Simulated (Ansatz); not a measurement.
The slice is one period of a {100} plane through atoms; its size isn't given.

All values below come from PBE (plane waves to 420 eV, PAW, scalar-relativistic; Ansatz, an electronic-structure program). These are valence fields of a PAW run, semicore shells included where kept as valence: close to a nucleus they are smooth pseudo fields.

```
|99988765322100000000012235678899|
|99987654322100000000012234567899|
|98887654321100000000011234567888|
|88776543321100000000011233456778|
|77665543211000000000001123455667|
|66554432211000000000001122344556|
|55443322110000000000000112233445|
|43333221100000000000000011223333|
|32222111000000000000000001112222|
|22211110000000000000000000111122|
|11111000000000000000000000001111|
|00000000000000000000000000000000|
|00000000000000000000000000000000|
|00000000000000000000000000000000|
|00000000000000000000000000000000|
|00000000000000000000000000000000|
|00000000000000000000000000000000|
|00000000000000000000000000000000|
|00000000000000000000000000000000|
|00000000000000000000000000000000|
|11111000000000000000000000001111|
|22211110000000000000000000111122|
|32222111000000000000000001112222|
|43333221100000000000000011223333|
|55443322110000000000000112233445|
|66554432211000000000001122344556|
|77665543211000000000001123455667|
|88776543321100000000011233456778|
|98887654321100000000011234567888|
|99987654322100000000012234567899|
|99988765322100000000012235678899|
|99998765432100000000012345678999|
```
Scale: ten equal steps from -1.17 (start of '0') to 1.62 (end of '9'), in the order '0123456789'. Values: log₁₀ of the valence density in e/Å³. The map has 32 points along u (one character each, u = 0 at the left) and 32 along v (v = 0 in the bottom row). The scale is logarithmic, as a density can span decades between atoms and voids.

```
|xxxxx@%#+:.    ...    .:+#%@xxxx|
|xxxx@@%#=:     ...     :=#%@@xxx|
|xxxx@@%*=:    ..:..    :=*%@@xxx|
|xx@@@%#+-.    .:::.    .-+#%@@@x|
|@@@@%#+=:    ..:-:..    :=+#%@@@|
|%%%%#+=:.    .:---:.    .:=+#%%%|
|###*+=:.    .:-===-:.    .:=+*##|
|++==-:.     .:==+==:.     .:-==+|
|-:::.      .:-=+++=-:.      .:::|
|..        .:-=++*++=-:.        .|
|         .:-=+*****+=-:.        |
|       ..:-=+*******+=-:..      |
|     ..::-=+*********+=-::..    |
|   ...:-==+****###****+==-:...  |
|....::-==++***#####***++==-::...|
|...::--=++****#####****++=--::..|
|....::-==++***#####***++==-::...|
|   ...:-==+****###****+==-:...  |
|     ..::-=+*********+=-::..    |
|       ..:-=+*******+=-:..      |
|         .:-=+*****+=-:.        |
|..        .:-=++*++=-:.        .|
|-:::.      .:-=+++=-:.      .:::|
|++==-:.     .:==+==:.     .:-==+|
|###*+=:.    .:-===-:.    .:=+*##|
|%%%%#+=:.    .:---:.    .:=+#%%%|
|@@@@%#+=:    ..:-:..    :=+#%@@@|
|xx@@@%#+-.    .:::.    .-+#%@@@x|
|xxxx@@%*=:    ..:..    :=*%@@xxx|
|xxxx@@%#=:     ...     :=#%@@xxx|
|xxxxx@%#+:.    ...    .:+#%@xxxx|
|xxxxx@%#+-.    ...    .-+#%@xxxx|
```
Scale: ten equal steps from 0.08 (start of ' ') to 0.81 (end of '@'), in the order ' .:-=+*#%@'. Values: electron localisation function (ELF). The map has 32 points along u (one character each, u = 0 at the left) and 32 along v (v = 0 in the bottom row). Points within 0.5 Å of a nucleus are blanked (x), as the pseudised field means little there.

**Question.** Which relaxed crystal do these maps come from?
A. Pt (fcc, Cu type)
B. Yb (fcc, Cu type)
C. Cu (fcc, Cu type)

**Answer.** B, Yb (fcc, Cu type). Atoms on the slice: Yb at (0.00, 0.00)

All were relaxed with their symmetry unable to fall. Cu is run without spin polarisation. Pt is run without spin polarisation. Spin-orbit coupling is left out. The relaxed volume of Yb is well below the measured one. Yb is run without spin polarisation. The filling of the f shell was not checked against other fillings, so treat energies with care. (This holds for the magnetic or f-shell members.)
